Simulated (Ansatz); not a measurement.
# Al3CoNi2: rattling a relaxed structure

The structure comes from a generated guess, relaxed at this level; another structure or a mixture of phases may lie lower.

The calculation used Ansatz, DFT PBE, scalar-relativistic, plane waves, PAW. Cutoff 420 eV; k points 12×12×8 on the computed 6-atom cell (Γ-centred); Gaussian smearing, width 0.10 eV; collinear spin from starting moments 0.0 0.0 0.0 0.1 0.1 0.4 μB.

The cell below (6 atoms, space group P-3m1 (No. 164)) is relaxed within its symmetry.

```
CELL_PARAMETERS angstrom
4.07696 0.00000 0.00000
-2.03848 3.53075 0.00000
0.00000 0.00000 4.99181
ATOMIC_POSITIONS crystal
Al 0.00000 0.00000 0.00000
Al 0.33333 0.66667 0.66530
Al 0.66667 0.33333 0.33470
Ni 0.33333 0.66667 0.17091
Ni 0.66667 0.33333 0.82909
Co 0.00000 0.00000 0.50000
```

For the test a repeat of it with 12 atoms (edges 4.08, 4.99, 7.06 Å) was strained at random (σ = 1.5 % a component), the atoms were moved at random (σ = 0.15 Å), and all was relaxed again on a coarse 6×4×4 mesh (in the run’s order of axes) with 0.20 eV smearing, with no symmetry imposed.

Another magnetic order may lie lower.

Question: Is the structure stable against such a distortion?

Answer: It returns, within 1 meV/atom of the unmoved cell on that mesh and with the same symmetry when read at 0.1 Å (C2/m at 0.01 Å, so small strains and shifts remain). No instability shows in this cell; modes of other wave vectors, which need another repeat, aren't tested.
